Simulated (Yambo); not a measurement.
```
CELL_PARAMETERS angstrom
      2.16114    -5.69133     0.00000
      2.16114     5.69133     0.00000
      0.00000     0.00000     4.50427
ATOMIC_POSITIONS crystal
  H  0.53301 0.46699 0.60760
  H  0.46699 0.53301 0.10760
  O  0.59166 0.40834 0.76542
  O  0.40834 0.59166 0.26542
  Cs 0.86163 0.13837 0.73669
  Cs 0.13837 0.86163 0.23669
```

CsOH (space group Cmc2_1, No. 36): mean Im ε in 1 eV windows above the direct gap of 5.79 eV, for different electron-hole kernels (Yambo, broadening 0.15 eV, LDA (pw.x of Quantum ESPRESSO, ONCV potentials, without SOC) bands; 6×6×4 mesh, 6 valence and 10 conduction bands, static screening with 57 bands and a 3 Ry block, scissor 2.19 eV, Tamm-Dancoff; field along x).

| window (eV) | independent quasiparticles | BSE |
|---|---|---|
| 5.8 to 6.8 | 0.5 | 3.7 |
| 6.8 to 7.8 | 2.2 | 1.6 |
| 7.8 to 8.8 | 2.5 | 0.9 |
| 8.8 to 9.8 | 2.2 | 0.9 |
| 9.8 to 10.8 | 1.2 | 1.1 |

This run doesn't resolve bound excitons or single peaks, so only averages are given, and they too depend on the mesh; weight that the attraction moves below the gap isn't listed. All transitions below 11.75 eV are in the band window. The scissor comes from a G0W0 run whose convergence isn't established.

Geometry of the Materials Project entry, not relaxed at this level.

The structure is a Materials Project entry; no match was found in the copy of COD used, and its stability was not checked.
